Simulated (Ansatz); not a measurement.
Values for one crystal, relaxed and computed with the program Ansatz at the PBEsol level (PAW); other levels are named.

```yaml
volume_per_atom: 10.41 Å³
electronic_character: metallic (no gap)
Density of states at the Fermi level: 0.50 states/eV per atom (mean over ±0.08 eV)
Formation energy from the elements (no fitted shifts): -2.34 eV/atom
Bulk modulus (Birch–Murnaghan fit): 91.0 GPa
Pressure derivative B′: 3.4
```

**Question.** Which of these materials gives this?
(A) ZnCdO2, P3m1 (Zn on 1a, Cd on 1c, O on 1c, O on 1a)
(B) VO2, Pnma (V on 4c, O on 4c, O on 4c)
(C) ZnPbO3, R3c (Zn on 6a, Pb on 6a, O on 18b)
(D) CrO2, rutile

**Answer.** B, VO2, Pnma (V on 4c, O on 4c, O on 4c)

The first step of the workflow began from a Materials Project structure, measured or hypothetical; the Crystallography Open Database copy checked does not list it. COD files the formula under space group No. 10, 12, 14, 136. Whether it is the stable phase at ambient conditions was not checked. The PBEsol relaxation kept the symmetry of its start; its stability against distortions is not shown here. Spin order of the final state: ferromagnetic, chosen from 4 collinear starts compared on coarse meshes (ties went to the first, and starts can fall back to one state), not a proven ground state. No Hubbard U is applied. The compound may be a true metal, but semilocal functionals without U, or a wrong spin order, can also close a gap. The references are the lowest solids computed at this level, not always the standard phases (solids in place of the gases).

Potentials: the later of the program's two PAW sets.
